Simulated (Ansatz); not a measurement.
Nb₃Ir (Cu3Au type, Pm-3m) at seven volumes, PBEsol (plane waves, PAW; program Ansatz), scaled uniformly. One row is withheld.

| V (Å³/atom) | P (GPa) |
|---|---|
| 15.188 | ? |
| 15.689 | 15.50 |
| 16.190 | 7.16 |
| 16.691 | 0.00 |
| 17.191 | -6.18 |
| 17.692 | -11.50 |
| 18.193 | -16.07 |

Task: Fit the shown pressures and predict the withheld one.

Result: Third-order Birch–Murnaghan: P = (3/2)B₀(x^(7/2) − x^(5/2))[1 + (3/4)(B′ − 4)(x − 1)] with x = (V₀/V)^(2/3). Least squares on the six rows gives V₀ = 16.690 Å³/atom, B₀ = 221.5 GPa, B′ = 3.99. At V = 15.188, x = 1.0649 and P = 25.22 GPa. The run itself gave 25.23 GPa.

A made-up cell: these elements were put on the sites of a structure type; neither database checked (COD, Materials Project) lists it. COD files the formula under space group No. 223. Whether it is the stable phase at ambient conditions was not checked. Symmetry was held in the PBEsol relaxation. At this level the phase is mechanically unstable. No spin polarisation was allowed. Scalar-relativistic: spin–orbit coupling is off unless named, which matters more the heavier the elements.

Potentials: the earlier of the program's two PAW sets. The files were generated under PBE; for other functionals the program regenerates the frozen cores, and for LDA and PBEsol the local potential too.
